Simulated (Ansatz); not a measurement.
The guess for NbAg3 was made by a generator: random cell by space group and Wyckoff sites (P6/mmm, No. 191). The dimensions are guesses.

```yaml
crystal:
  lattice:
    - [4.12466, 0.00000, 0.00000]
    - [-2.06233, 3.57206, 0.00000]
    - [0.00000, 0.00000, 5.17612]
  atoms:
    - { symbol: Nb, position: [0.00000, 0.00000, 0.50000] }
    - { symbol: Ag, position: [0.00000, 0.00000, 0.00000] }
    - { symbol: Ag, position: [0.66667, 0.33333, 0.00000] }
    - { symbol: Ag, position: [0.33333, 0.66667, 0.00000] }
```

Method: DFT PBE, scalar-relativistic, plane waves, PAW in Ansatz. Cutoff 420 eV, Gaussian smearing, Γ-centred meshes. Cell and atoms relax first on a coarse mesh and then on a finer one. In between, the cell is made exact in the group found at 0.06 Å. In metals the finer mesh still leaves noise of several meV/atom or more. The steps can't lower the symmetry of their start. Collinear spin is switched on along the way, since trial moments persisted in a coarse test.

A guess keeps its type if space group and coordination stay and the shape of the cell changes little (axis ratios within about 15 %, angles within 6°); the volume may change.

Q: Does this structure survive the relaxation?

A: It keeps its type. The symmetry stays P6/mmm (No. 191). The volume per atom grows by 36.0 %, from 19.1 to 25.9 Å³. The shortest distance goes from 2.38 Å (Ag–Ag) to 2.63 Å (Nb–Ag). The ratio c/a of the conventional cell changes by a factor of 0.88. Counting neighbours within 15 % of an atom's shortest distance, the start has Ag 6/8, Nb 2 and the end Ag 6/8, Nb 2.

The last run used collinear spin, a 12×12×10 mesh (in the run's order of axes) for its 4-atom cell and Gaussian smearing of 0.10 eV. Another magnetic order may lie lower. A structure relaxed within its symmetry needn't be a true minimum.

In counts of neighbours, a slash parts the counts of unlike sites.
